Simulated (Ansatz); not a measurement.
Ru (hcp, Mg type)

```yaml
crystal:
  lattice:
    - [2.72203, 0.00000, 0.00000]
    - [-1.36102, 2.35735, 0.00000]
    - [0.00000, 0.00000, 4.29074]
  atoms:
    - { symbol: Ru, position: [0.33333, 0.66667, 0.75000] }
    - { symbol: Ru, position: [0.66667, 0.33333, 0.25000] }
```

The slice is a (-1 1 0 2) plane (indices of the conventional cell) through the point (0.333, 0.667, 0.750) (fractional), spanned by u = [110] and v = [1 -1 1] in vectors of this cell: u (2.72 Å) and v (6.37 Å, at 90° to u). It covers one period; positions are fractions (u, v).

These are PBE (plane waves to 420 eV, PAW, scalar-relativistic; Ansatz, an electronic-structure program) values and carry that method's errors. k mesh 20×20×11. Near the nuclei the fields are pseudised (PAW); where an atom keeps semicore shells as valence, they peak there. Ru is run without spin polarisation. Ru was relaxed with its symmetry unable to fall. The PAW data are Ansatz's earlier set.

Three fields on this plane, each scaled to ten steps between its own extremes (0 low, 9 high; the total valence density on a logarithmic scale, the potential cut 8 eV below its top; x marks points blanked near nuclei; v = 0 in the bottom row):

Map A
```
|xxxx151xxx|
|xxxx464xxx|
|xxx26762xx|
|0035777530|
|6776555677|
|9875212578|
|9973000379|
|9973000379|
|8864212468|
|4555545555|
|x014666410|
|xxx16761xx|
|xxx05750xx|
|xxxx464xxx|
|xxxx464xxx|
|xxx05750xx|
|xx0478740x|
|1257898752|
|4568999865|
|0037999730|
|xxx27872xx|
|xxxx474xxx|
|xxxx151xxx|
|xxxx040xxx|
```

Map B
```
|xxxx757xxx|
|xxxx545xxx|
|xxx74347xx|
|8764444467|
|2334555433|
|0124676421|
|0025898520|
|0125898521|
|1235777532|
|4444555444|
|x975444579|
|xxx74347xx|
|xxx95359xx|
|xxxx545xxx|
|xxxx545xxx|
|xxx84348xx|
|xx8521258x|
|7642101246|
|6531000135|
|9852101258|
|xxx62126xx|
|xxxx535xxx|
|xxxx757xxx|
|xxxx858xxx|
```

Map C
```
|xxxx373xxx|
|xxxx383xxx|
|xxx37973xx|
|1137989731|
|1377545773|
|3443343344|
|3211464112|
|3322464223|
|4554343455|
|1377434773|
|x445666544|
|xxx24742xx|
|xxx32723xx|
|xxxx383xxx|
|xxxx484xxx|
|xxx35853xx|
|xx3145413x|
|4334434433|
|9875333578|
|6422333224|
|xxx02520xx|
|xxxx272xxx|
|xxxx383xxx|
|xxxx484xxx|
```

### Question
Assign the maps to these fields: electron localisation function (ELF); valence electron density; electrostatic potential energy of an electron, from the cell's mean.

### Answer
A is the electrostatic potential energy of an electron, from the cell's mean; B is the valence electron density; C is the electron localisation function (ELF).
